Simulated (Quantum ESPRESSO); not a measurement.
# Strain and stress in Si6AlP

Calculated results; nothing here was measured. They come from pw.x of Quantum ESPRESSO 7.5, a plane-wave density functional program, with PseudoDojo standard norm-conserving files (v0.5 for PBE, v0.4.1 for LDA and PBEsol). The cells are made up: elements, strain and atom displacements were drawn at random, and nothing was relaxed. There is no spin polarisation, spin-orbit coupling or dispersion term.

The cell has 8 sites of a zincblende or diamond lattice. Sites 1 to 4 hold Si Al Si P; sites 5 to 8 hold Si Si Si Si. Cell vectors in Å: (5.438, 0.015, 0.063); (0.016, 5.332, -0.002); (0.063, -0.002, 5.320). Settings: PBE, cutoff 599 eV, 6 x 6 x 6 k mesh shifted by half a step, Fermi-Dirac smearing of 0.1 eV.

Each run adds a shear xy (given as the tensor component) to one cell, with the atoms carried along; the vectors above are those of run 3. Stress is positive in tension and P is minus a third of its trace. E is the free energy for each atom above the lowest run shown.

| run | strain (%) | s_xx (GPa) | s_yy (GPa) | s_zz (GPa) | s_xy (GPa) | P (GPa) | E (meV/atom) |
| --- | --- | --- | --- | --- | --- | --- | --- |
| 1 | -1.25 | -6.98 | -8.19 | -8.43 | -1.31 | 7.87 | 0.99 |
| 2 | -0.47 | -6.96 | -8.17 | -8.42 | 0.40 | 7.85 | 0.00 |
| 3 | -0.10 | -6.97 | -8.19 | -8.44 | 1.21 | 7.87 | 0.70 |
| 5 | 1.50 | -7.21 | -8.40 | -8.62 | 4.71 | 8.08 | 12.30 |
| 6 | 1.74 | -7.27 | -8.45 | -8.67 | 5.24 | 8.13 | 15.24 |
| 7 | 2.25 | -7.42 | -8.59 | -8.78 | 6.36 | 8.26 | 22.57 |
| 4 | 1.12 | ? | ? | ? | ? | ? | ? |

A rerun of one of these cells at 838 eV and k mesh 8 x 8 x 8 moved values by no more than 0.002 eV in the cell's energy, 0.02 GPa in stress and 0.002 eV/Å in force.

## Worked fit

A parabola through the six runs shown gives s_xy = 1.43 + 2.19 e + 0.001 e² GPa, with e in per cent and a scatter of 0.01 GPa. The slope is a stiffness of 219 ± 1 GPa for each unit of this strain at e = 0, twice a shear constant under the stress shown, since the tensor component is half the shear angle. The atoms are clamped, and relaxing them would in general lower it. The error is the larger of the fit's own and the change that a cubic makes, rounded up.

## Withheld run

Question: what s_xy should run 4 give?

The fit gives 3.88 GPa. The calculation gave 3.88 GPa.

```
run,strain (%),s_xx (GPa),s_yy (GPa),s_zz (GPa),s_xy (GPa),P (GPa),E (meV/atom)
4,1.12,-7.13,-8.33,-8.56,3.88,8.01,8.32
```